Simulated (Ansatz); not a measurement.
Li6MgBr8:
```xyz
15
Lattice="0.0000 5.4899 5.4899 5.4899 0.0000 5.4899 5.4899 5.4899 0.0000" Properties=species:S:1:pos:R:3 pbc="T T T"
Li     2.7449     0.0000     2.7449
Li     0.0000     2.7449     2.7449
Li     2.7449     5.4899     2.7449
Li     5.4899     2.7449     2.7449
Li     2.7449     2.7449     0.0000
Li     2.7449     2.7449     5.4899
Mg     0.0000     0.0000     0.0000
Br     2.7449     2.7449     2.7449
Br     8.2348     8.2348     8.2348
Br     5.4899     2.6713     5.4899
Br     5.4899     8.3084     5.4899
Br     8.3084     5.4899     5.4899
Br     2.6713     5.4899     5.4899
Br     5.4899     5.4899     2.6713
Br     5.4899     5.4899     8.3084
```

Relaxed with r²SCAN. Special points in fractions of this cell's reciprocal vectors: Γ (0.000, 0.000, 0.000); X (0.500, 0.000, 0.500); U (0.625, 0.250, 0.625); K (0.375, 0.375, 0.750); L (0.500, 0.500, 0.500); W (0.500, 0.250, 0.750).

Q: List the band energies nearest the valence-band maximum at these points for r²SCAN with spin–orbit coupling (plane waves, PAW; program Ansatz).

A: In eV from the valence-band maximum; about four levels below and three above (degenerate sets whole), none deeper than 8.9 eV; points with the same levels are listed once.

```
k                    below                above
-  -----------------------  -------------------
Γ      0.00 0.00 0.00 0.00  5.40 5.40 6.19 6.19
X  -0.42 -0.42 -0.39 -0.39  6.89 6.89 7.60 7.60
U  -0.56 -0.56 -0.25 -0.25  6.99 6.99 7.49 7.49
L  -0.20 -0.20 -0.12 -0.12  6.64 6.64 6.70 6.70
W  -0.45 -0.45 -0.45 -0.45  7.09 7.09 7.93 7.93
```

Space group Fm-3m. The first step of the workflow began from a Materials Project structure, measured or hypothetical; the Crystallography Open Database copy checked does not list it. Whether it is the stable phase at ambient conditions was not checked. The r²SCAN relaxation kept the symmetry of its start; whether a distortion lowers the energy is not shown.

Potentials: the later of the program's two PAW sets.
